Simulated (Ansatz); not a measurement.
Here is the system:

MoS₂:
```cif
data_Mo3S6
_chemical_formula_sum 'Mo3 S6'
_space_group_name_H-M_alt 'P 1'
_space_group_IT_number 1
_cell_length_a 3.17378
_cell_length_b 3.17378
_cell_length_c 19.31039
_cell_angle_alpha 90.000
_cell_angle_beta 90.000
_cell_angle_gamma 120.000
loop_
_space_group_symop_operation_xyz
  'x, y, z'
loop_
_atom_site_label
_atom_site_type_symbol
_atom_site_fract_x
_atom_site_fract_y
_atom_site_fract_z
_atom_site_occupancy
Mo1 Mo 0.66667 0.33333 0.00000 1
Mo2 Mo 0.33333 0.66667 0.67669 1
Mo3 Mo 0.33333 0.66667 0.32331 1
S1 S 0.33333 0.66667 0.08045 1
S2 S 0.33333 0.66667 0.91955 1
S3 S 0.66667 0.33333 0.75716 1
S4 S 0.66667 0.33333 0.24284 1
S5 S 0.66667 0.33333 0.40375 1
S6 S 0.66667 0.33333 0.59625 1
```

This is the r²SCAN+D4-relaxed structure.

Task: All from plane-wave PAW r²SCAN+D4 (Ansatz code), unless another level is named. Give the Born charges (a third of the trace).

Result: Mo -0.73 to -0.71, S +0.35 to +0.37 e.

Task: What about the electronic dielectric constant ε∞ (DFPT)?

Result: 14.2 (xx = yy), 4.94 (zz).

Task: Next, the static dielectric constant ε0 (ions relaxed, cell fixed)?

Result: 14.3 (xx = yy), 4.96 (zz).

Task: What about the Bader charges?

Result: Mo +1.31 to +1.32, S -0.66 e.

Space group P-6m2. The workflow started from a Materials Project entry (that database holds measured and hypothetical structures alike); the Crystallography Open Database copy checked does not list it. It is not the phase usual at ambient conditions (space group No. 160, 194). The cell was relaxed with r²SCAN+D4 under the symmetry of its start; its stability against distortions is not shown here. No spin polarisation was allowed. Spin–orbit coupling is left out wherever it is not named.

Potentials: the earlier of the program's two PAW sets.
